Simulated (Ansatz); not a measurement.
NbN (rock salt, Fm-3m) under volume change, PBEsol in the plane-wave PAW code Ansatz, scaled uniformly.

```
V (Å³/atom)  E − E(relaxed) (meV/atom)     P (GPa)
-----------  -------------------------  ----------
9.560                            104.7       38.63
9.876                             43.9       23.61
10.191                      (withheld)  (withheld)
10.506                             0.0       -0.01
10.821                             9.3       -9.24
11.136                            35.5      -17.10
11.451                      (withheld)  (withheld)
```

### Question
What belongs in the gaps?

### Answer

- 10.191, E − E(relaxed) (meV/atom): 10.4
- 10.191, P (GPa): 10.84
- 11.451, E − E(relaxed) (meV/atom): 75.8
- 11.451, P (GPa): -23.77

### Question
What does a third-order Birch–Murnaghan fit give for V₀, B₀ and B′?

### Answer
V₀ = 10.51 Å³/atom, B₀ = 333 GPa, B′ = 4.4.

The PBEsol relaxation kept the symmetry of its start. No spin polarisation was allowed. Scalar-relativistic: spin–orbit coupling is off unless named, which matters more the heavier the elements.

Potentials: the later of the program's two PAW sets.
